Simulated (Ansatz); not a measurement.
YSi (CsCl type, Pm-3m) under volume change, plane-wave PAW PBE (Ansatz code), scaled uniformly.

| V (Å³/atom) | E − E(relaxed) (meV/atom) | P (GPa) |
|---|---|---|
| 20.151 | 47.8 | 8.33 |
| 20.815 | 20.1 | 5.11 |
| 21.480 | 4.8 | 2.36 |
| 22.144 | 0.0 | 0.00 |
| 22.808 | 4.4 | -2.05 |
| 23.473 | … | … |
| 24.137 | … | … |

Task: What belongs in the gaps?

Result: 
- 24.137, E − E(relaxed) (meV/atom): 35.8
- 24.137, P (GPa): -5.38
- 23.473, E − E(relaxed) (meV/atom): 16.7
- 23.473, P (GPa): -3.84

Task: What does a third-order Birch–Murnaghan fit give for V₀, B₀ and B′?

Result: V₀ = 22.14 Å³/atom, B₀ = 73.6 GPa, B′ = 3.9.

The cell is a constructed one: a structure type filled with these elements; neither database checked (COD, Materials Project) lists it. Whether it is the stable phase at ambient conditions was not checked. The PBE relaxation kept the symmetry of its start; its stability against distortions is not shown here. The run is not spin-polarised. Scalar-relativistic: spin–orbit coupling is off unless named, which matters more the heavier the elements.

Potentials: the earlier of the program's two PAW sets.
